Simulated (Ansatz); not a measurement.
## KRb₂ScF₆: pressure and gap against volume

A database entry relaxed whole under r2SCAN (I4/m):

```yaml
crystal:
  lattice:
    - [-3.14948, 3.14948, 4.57813]
    - [3.14948, -3.14948, 4.57813]
    - [3.14948, 3.14948, -4.57813]
  atoms:
    - { symbol: K, position: [0.50000, 0.50000, 0.00000] }
    - { symbol: Rb, position: [0.25000, 0.75000, 0.50000] }
    - { symbol: Rb, position: [0.75000, 0.25000, 0.50000] }
    - { symbol: Sc, position: [0.00000, 0.00000, 0.00000] }
    - { symbol: F, position: [0.22114, 0.22114, 0.00000] }
    - { symbol: F, position: [0.77886, 0.77886, 0.00000] }
    - { symbol: F, position: [0.27637, 0.16202, 0.43839] }
    - { symbol: F, position: [0.16202, 0.72363, 0.88565] }
    - { symbol: F, position: [0.72363, 0.83798, 0.56161] }
    - { symbol: F, position: [0.83798, 0.27637, 0.11435] }
```

The cell was scaled uniformly, its shape held, and the atoms relaxed at each volume with plane-wave PAW DFT (Ansatz 0.2.0; r2SCAN, 500 eV, 6×6×6 Γ-centred mesh, fermi-dirac occupations of width 0.020 eV; no spin, no spin-orbit coupling). One row is withheld.

| volume (Å³/atom) | energy over the lowest (meV/atom) | pressure (GPa) | gap over mesh and path (eV) |
| --- | --- | --- | --- |
| 17.075 | 9.1 | 2.86 | 7.883 |
| 17.438 | ? | ? | ? |
| 17.801 | 0.9 | 0.83 | 7.654 |
| 18.165 | 0.0 | 0.00 | 7.545 |
| 18.528 | 0.8 | -0.73 | 7.440 |
| 18.891 | 3.2 | -1.37 | 7.338 |
| 19.254 | 7.0 | -1.93 | 7.239 |

**Question.** Fit the pressures of the other rows to the third-order Birch-Murnaghan form.

**Answer.** With f = [(V₀/V)^(2/3) − 1]/2 and P = 3B₀f(1 + 2f)^(5/2)[1 + 3(B₀′ − 4)f/2], least squares gives V₀ = 18.16 Å³ an atom, B₀ = 39 GPa and B₀′ = 5.6; the rows miss the fit by less than 0.01 GPa. The slope of the energies differs from these pressures by less than 0.05 GPa.

**Question.** How does the gap move with volume?

**Answer.** A parabola in ln(V/V₀) through the other rows has the slope dE_g/d ln V = -5.4 eV at V₀, so by B₀ the gap moves by +137 meV a GPa at this fixed shape: it widens under pressure.

**Question.** What does the withheld row hold?

**Answer.** The fit gives 1.78 GPa at 17.438 Å³; the run gave 1.78 GPa and 3.9 meV an atom. Its gap is 7.766 eV, against 7.766 eV from the parabola.

Caveats: the shape of the cell was held, so B₀ is an upper bound where the axes differ in stiffness; 0 K, fixed nuclei; the symmetry was kept, and this need not be the phase that is stable at 0 K; one mesh for all volumes; r2SCAN gaps lie as a rule under measured ones; the slope of the gap can be off by tens of per cent, more where shallow d levels or spin-orbit coupling act on the edges; pressure is positive in compression.
